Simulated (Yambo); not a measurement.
Absorption of NaF (rock salt, space group Fm-3m, No. 225) with and without the electron-hole interaction (Yambo, PBEsol bands; 10×10×10 mesh, 3 valence and 1 conduction bands, static screening with 15 bands and a 4 Ry block, scissor 4.56 eV, Tamm-Dancoff; field along x).

```tsv
E (eV)	Im ε, BSE	Im ε, independent quasiparticles
7.92	0.16	0.01
8.02	0.19	0.01
8.12	0.24	0.01
8.22	0.32	0.01
8.32	0.43	0.01
8.42	0.61	0.01
8.52	0.94	0.01
8.62	1.60	0.01
8.72	3.00	0.01
8.82	5.45	0.01
8.92	5.58	0.01
9.02	3.13	0.01
9.13	1.66	0.01
9.23	0.99	0.02
9.33	0.65	0.02
9.43	0.47	0.02
9.53	0.36	0.02
9.63	0.30	0.02
9.73	0.27	0.02
9.83	0.27	0.02
9.93	0.31	0.03
10.03	0.44	0.03
10.13	0.59	0.03
10.23	0.52	0.04
10.33	0.45	0.04
10.43	0.54	0.05
10.53	0.78	0.07
10.63	0.82	0.09
10.73	0.61	0.12
10.83	0.43	0.15
10.93	0.34	0.19
11.03	0.31	0.28
11.13	0.36	0.45
11.23	0.39	0.54
11.33	0.41	0.53
11.43	0.50	0.43
11.53	0.66	0.38
11.63	0.67	0.43
11.73	0.59	0.55
11.83	0.52	0.56
11.93	0.37	0.61
12.03	0.30	0.87
12.13	0.28	0.94
12.23	0.33	0.65
12.33	0.40	0.46
12.43	0.51	0.43
12.53	0.52	0.52
12.63	0.55	0.60
12.73	0.64	0.73
12.84	0.58	0.93
12.94	0.54	0.97
13.04	0.44	0.83
13.14	0.41	0.72
13.24	0.42	0.80
13.34	0.43	0.78
13.44	0.37	0.73
13.54	0.38	0.77
13.64	0.50	0.73
13.74	0.52	0.58
13.84	0.47	0.56
13.94	0.49	0.67
14.04	0.46	0.93
14.14	0.49	1.19
14.24	0.41	1.12
14.34	0.34	0.91
14.44	0.30	0.80
14.54	0.28	0.94
14.64	0.33	1.00
14.74	0.34	0.90
14.84	0.30	0.77
```

The scissor comes from a G0W0 run whose convergence isn't established. Broadening 0.15 eV. The band window holds all transitions up to 17.2 eV. Fine structure above the onset can come from the mesh.

Geometry relaxed with PBEsol; primitive cell a = b = c = 3.2720 Å, α = β = γ = 60.00°.
